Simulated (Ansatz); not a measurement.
Zr (hcp, Mg type), conventional cell a = b = 3.2459 Å, c = 5.1512 Å, α = β = 90.00°, γ = 120.00°. The calculation uses the primitive cell of 2 atoms, to which meshes and values per cell refer.

The volume is varied about the relaxed value V₀ at fixed cell shape. Symmetry pins the atoms to their sites.

The numbers are results of r2SCAN (plane waves to 500 eV, PAW, scalar-relativistic; Ansatz, a first-principles code), not measurements. k mesh 16×16×9 (Γ-centred), Fermi-Dirac smearing 0.05 eV. E stands for the smeared free energy. Stress and pressure are positive under compression. The PAW data are Ansatz's earlier set. Zr is run without spin polarisation. Zr was relaxed with its symmetry unable to fall. ΔE is measured from the relaxed starting cell.

| V (Å³/cell) | ΔE (eV/atom) | P (GPa) |
|---|---|---|
| 42.30 | ___ | 11.9 |
| 43.48 | ___ | 8.4 |
| 44.65 | 0.019 | 5.3 |
| 45.83 | 0.005 | 2.5 |
| 47.00 | 0.000 | 0.0 |
| 48.18 | 0.004 | -2.3 |
| 49.35 | ___ | -4.3 |
| 50.53 | 0.036 | -6.1 |
| 51.70 | ___ | -7.8 |

### Question
Some entries are withheld; supply them.

### Answer

- 42.30, ΔE (eV/atom): 0.081
- 43.48, ΔE (eV/atom): 0.044
- 49.35, ΔE (eV/atom): 0.016
- 51.70, ΔE (eV/atom): 0.061

(Under strain, the slope of the energy per volume gives the stress and its curvature an elastic modulus.)
